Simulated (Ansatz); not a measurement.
## Strain and the gap of HfSiO₄ (I4_1/amd)

A 12-atom cell of HfSiO₄ (I4_1/amd) from a materials database, relaxed with r2SCAN in Ansatz. The symmetry is I4_1/amd (No. 141, tetragonal); a = 6.582 Å, c = 5.972 Å in the conventional setting, 10.78 Å³ an atom. Around Hf lie 8 O at 2.12–2.26 Å; around Si lie 4 O at 1.62 Å; around O lie 1 Si at 1.62 Å and 2 Hf at 2.12–2.26 Å.

The axes x, y and z are those of this cell:
```xyz
12
Lattice="-3.2908 3.2908 2.9858 3.2908 -3.2908 2.9858 3.2908 3.2908 -2.9858" Properties=species:S:1:pos:R:3 pbc="T T T"
Hf    0.0000    0.0000    0.0000
Hf    0.0000    3.2908    1.4929
Si    3.2908    0.0000    1.4929
Si    0.0000    0.0000    2.9858
O     3.2908    2.0757   -1.0756
O     4.5060    0.0000    0.4173
O     2.0757    0.0000    0.4173
O     0.0000    1.2151    1.9102
O     2.0757    3.2908    1.0756
O     3.2908    1.2151    2.5685
O     3.2908   -1.2151    2.5685
O     1.2151    0.0000    4.0614
```

Unstrained: With PBE the valence top lies at Γ and the conduction bottom at k = (0.188, 0.302, 1/4), 5.428 eV higher; the smallest vertical gap, at Γ–P (0.67 of the way from Γ), is 5.794 eV. The lowest empty level at X lies only 21 meV higher, so the place of the conduction bottom isn't settled. r2SCAN gives an indirect gap of 5.997 eV, from Γ to k = (0.188, 0.302, 1/4); the least direct gap is 6.367 eV at Γ–P (0.67 of the way from Γ). The lowest empty level at X lies only 26 meV higher, so the place of the conduction bottom isn't settled. The HSE06 gap is indirect, 7.244 eV (Γ–Z (0.11 of the way from Γ) to k = (0.188, 0.302, 1/4)), below the direct gap of 7.647 eV at Γ–P (0.67 of the way from Γ). The lowest empty level at X lies only 23 meV higher, so the place of the conduction bottom isn't settled. Meshes: PBE 6×6×6, r2SCAN 6×6×6, HSE06 4×4×4. Strains are changes of length per length. After each strain the atoms were relaxed again with r2SCAN in this cell and within any symmetry left, so distortions that break it or need a larger cell weren't tested; points keep the names that they have in the unstrained zone. (Simulation; spin polarisation is off.)

Changes of the least gap in eV (an overlap counts as a negative gap):

| strain | volume change (%) | space group | PBE | r2SCAN | HSE06 | energy rise, r2SCAN (meV/atom) |
| --- | --- | --- | --- | --- | --- | --- |
| epitaxial -3.0 % in the xy plane, free normal strain +2.17 % | -3.9 | I4_1/amd | +0.167 | +0.198 | +0.158 | 27.8 |
| epitaxial -2.0 % in the xy plane, free normal strain +1.38 % | -2.6 | I4_1/amd | +0.127 | +0.150 | +0.122 | 12.0 |
| epitaxial -1.0 % in the xy plane, free normal strain +0.66 % | -1.3 | I4_1/amd | +0.078 | +0.092 | +0.076 | 2.9 |
| epitaxial +1.0 % in the xy plane, free normal strain -0.59 % | +1.4 | I4_1/amd | -0.086 | -0.093 | -0.087 | 2.7 |
| epitaxial +2.0 % in the xy plane, free normal strain -1.14 % | +2.9 | I4_1/amd | -0.176 | -0.191 | -0.179 | 10.5 |
| epitaxial +3.0 % in the xy plane, free normal strain -1.65 % | +4.3 | I4_1/amd | -0.266 | -0.290 | -0.271 | 22.8 |

Epitaxial -3.0 % in the xy plane, free normal strain +2.17 %. HSE06: the gap goes from 7.244 to 7.402 eV (+0.158 eV); the edges go from Γ–Z (0.11) → (0.188, 0.302, 1/4) to Γ → Γ–X (0.84). Stress change with r2SCAN, compression positive: xx +14.39, yy +14.39, zz -0.06 GPa.

Epitaxial -2.0 % in the xy plane, free normal strain +1.38 %. HSE06: the gap goes from 7.244 to 7.366 eV (+0.122 eV); the edges go from Γ–Z (0.11) → (0.188, 0.302, 1/4) to Γ → Γ–X (0.89). Stress change with r2SCAN, compression positive: xx +9.20, yy +9.20, zz -0.06 GPa.

Epitaxial -1.0 % in the xy plane, free normal strain +0.66 %. HSE06: the gap goes from 7.244 to 7.320 eV (+0.076 eV); the edges go from Γ–Z (0.11) → (0.188, 0.302, 1/4) to Γ → Γ–X (0.92). Stress change with r2SCAN, compression positive: xx +4.40, yy +4.40, zz -0.02 GPa.

Epitaxial +1.0 % in the xy plane, free normal strain -0.59 %. HSE06: the gap goes from 7.244 to 7.157 eV (-0.087 eV); the edges go from Γ–Z (0.11) → (0.188, 0.302, 1/4) to Γ–Z (0.18) → (0.188, 1/3, 0.240). Stress change with r2SCAN, compression positive: xx -3.98, yy -3.98, zz -0.02 GPa.

Epitaxial +2.0 % in the xy plane, free normal strain -1.14 %. HSE06: the gap goes from 7.244 to 7.065 eV (-0.179 eV); the edges go from Γ–Z (0.11) → (0.188, 0.302, 1/4) to Γ–Z (0.25) → (0.219, 0.219, 0.198). Stress change with r2SCAN, compression positive: xx -7.51, yy -7.51, zz -0.02 GPa.

Epitaxial +3.0 % in the xy plane, free normal strain -1.65 %. HSE06: the gap goes from 7.244 to 6.973 eV (-0.271 eV); the edges go from Γ–Z (0.11) → (0.188, 0.302, 1/4) to Γ–Z (0.30) → (0.198, 0.208, 0.198). Stress change with r2SCAN, compression positive: xx -10.57, yy -10.57, zz -0.02 GPa.

Spin-orbit coupling is left out.

Where an edge lies off the special points, it is a point of the mesh or the k point where a search put PBE's edge or least direct gap, reused for the other functionals, whose own edges may lie a little apart.

Coordinates of k points refer to the reciprocal vectors of the primitive cell of the runs.

The meshes of the hybrids are coarse, so their gaps aren't converged to the digits shown.
